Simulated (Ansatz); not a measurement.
NbB2: hydrostatic pressure series

Computed with Ansatz 0.2.0, DFT PBEsol, scalar-relativistic, plane waves, PAW. Settings: 420 eV cutoff, 15×15×12 k-mesh, Gaussian smearing of 0.10 eV, no spin polarisation.

Reference structure (relaxed):

```
Nb B
1.0
     3.09444    0.00000    0.00000
    -1.54722    2.67987    0.00000
     0.00000    0.00000    3.29154
Nb B
1 2
Cartesian
  0.0000 0.0000 0.0000
  0.0000 1.7866 1.6458
  1.5472 0.8933 1.6458
```

Cell and atoms are relaxed at each pressure within the symmetry of the start, at zero temperature, so transitions that lower the symmetry aren't seen. The k-mesh given is that at zero pressure and may differ at others. a, b and c are the lengths of the cell vectors above.

| P (GPa) | V (Å³/atom) | V/V0 | a (Å) | b (Å) | c (Å) |
| --- | --- | --- | --- | --- | --- |
| -1 | 9.13 | 1.003 | 3.098 | 3.098 | 3.296 |
| 0 | 9.10 | 1.000 | 3.094 | 3.094 | 3.292 |
| 1 | 9.07 | 0.997 | 3.091 | 3.091 | 3.287 |
| 4 | 8.98 | 0.987 | 3.082 | 3.082 | 3.275 |
| 12 | 8.77 | 0.964 | 3.059 | 3.059 | 3.245 |
| 25 | 8.47 | 0.931 | 3.026 | 3.026 | 3.202 |
| 50 | 8.00 | 0.879 | 2.973 | 2.973 | 3.136 |
| 90 | 7.44 | 0.818 | 2.907 | 2.907 | 3.051 |

(1) What bulk modulus and pressure derivative fit these points?

(2) Which cell vector or vectors give way most up to 90 GPa?

Answers

(1) A third-order Birch–Murnaghan fit gives B0 = 302 GPa and B0' = 4.0.

(2) c: the changes are a -6.1 %, b -6.1 %, c -7.3 %.